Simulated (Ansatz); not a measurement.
Polymorphs of BeS, each relaxed with PBE+D3(BJ) in the plane-wave PAW code Ansatz:

A: P6_422
a = b = 3.4062 Å, c = 7.7186 Å, α = β = 90.00°, γ = 120.00°

```json
[
 {"atom": "Be", "site": "3c", "symmetry": "222", "x": "0.5000", "y": "0.0000", "z": "0.0000"},
 {"atom": "S", "site": "3d", "symmetry": "222", "x": "0.5000", "y": "0.0000", "z": "0.5000"}
]
```

B: P4/nmm
a = 3.4377 Å, b = 3.4377 Å, c = 5.1875 Å, α = 90.00°, β = 90.00°, γ = 90.00°

```tsv
atom	site	symmetry	x	y	z
Be	2b	-4m2	0.5000	0.5000	0.5000
S	2c	4mm	0.0000	0.5000	0.2646
```

C: P6_3/mmc
a = b = 3.4636 Å, c = 6.0744 Å, α = β = 90.00°, γ = 120.00°

```
atom  site  symmetry       x       y       z
----  ----  --------  ------  ------  ------
Be      2c      -6m2  0.3333  0.6667  0.2500
S       2d      -6m2  0.6667  0.3333  0.2500
```

Question: Order them by energy per atom at 0 K (lowest first) at the level PBE+D3(BJ).

Answer: B (+0 meV/atom), C (+61 meV/atom), A (+106 meV/atom)

Question: Give each one's gap.

Answer: A 2.59 eV; B 3.17 eV; C 3.28 eV.

Constructed cells (a structure type filled with these elements, in neither database checked): C. Typed or built starts, not in the databases checked: A; B. Unstable at this level: C. All cells were relaxed under the symmetry of their starts (and spin orders); stability against distortions was not tested throughout.

Energies hold the estimated change up to a 700 eV cutoff; steps of a few meV lie near the error of the meshes.

Potentials: the later of the program's two PAW sets.
